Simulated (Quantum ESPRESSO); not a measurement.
One change at a time to AlAu4In2Rh

Calculated results; nothing here was measured. They come from Quantum ESPRESSO 7.5, a public plane-wave density functional program. Each row is one single-point run on a made-up periodic cell of eight metal atoms, with elements, volume, strain and displacements drawn at random and not relaxed, so a cell may be unstable or far from any real phase. There is no spin polarisation or spin-orbit coupling.

Settings: PBE unless stated; PseudoDojo standard norm-conserving files; Fermi-Dirac width 0.25 eV, which means electrons at about 2900 K; cutoff 1197 eV; 5 x 5 x 4 k mesh shifted half a step off Gamma. E is the free energy of the whole cell (internal energy minus TS), so a -TS column is already part of it. Stress is positive in tension, and the pressure P is minus a third of its trace.

Checks: one run of this series was repeated at a higher cutoff and on a denser mesh, which moved values by no more than 0.006 eV, 0.14 GPa and 0.013 eV/Å, and a second program with other atomic files agreed on it to 2 % rms in force and 0.5 GPa in pressure. Known limits: heavy elements are run without spin-orbit coupling, which real alloys of them have; a spin test at this wide smearing found no moment, but such smearing suppresses magnetism that the real alloy may have.

The lattice is hexagonal close-packed, and the cell vectors in Å are (4.546, -2.527, -0.035); (-2.994, -0.003, -4.870); (3.086, 5.150, -0.053), a volume of 152.93 Å³ in run 1. The elements on sites 1 to 8 are Au Au In Au Al In Au Rh. Each later run makes one change to run 1 and keeps the rest. E is counted from run 1, and is n/a where other atomic files have another zero of energy.

| run | change | V (Å³) | P (GPa) | -TS (eV) | rms force (eV/Å) | largest change of a force component (eV/Å) | E (eV) |
|---|---|---|---|---|---|---|---|
| 1 | none | 152.93 | -5.09 | -0.767 | 0.277 | 0.000 | 0.000 |
| 2 | sites 4 and 8 exchanged | 152.93 | -5.03 | -0.786 | 0.213 | 0.643 | -0.019 |
| 3 | all lengths scaled by +0.71 % | 156.21 | -6.78 | -0.789 | 0.257 | 0.058 | 0.122 |
| 4 | LDA in place of PBE | 152.93 | -13.95 | -0.778 | 0.239 | 0.127 | n/a |
| 5 | Ta on site 5 | 152.93 | -4.75 | -1.077 | 0.333 | 0.331 | n/a |
| 6 | site 1 moved by +0.20 Å along z | 152.93 | -4.74 | -0.775 | 0.303 | 0.909 | ? |

## Worked estimate

Along the move dE = -F dx. The force on site 1 along z is 0.408 eV/Å in run 1 and -0.501 eV/Å in run 6, and the move is +0.20 Å, so the mean force times the move gives an estimate.

## Withheld value

Question: what E should run 6 give?

The estimate is 0.009 eV. The calculation gave 0.006 eV. The mean of two end points misses the curvature of the force.
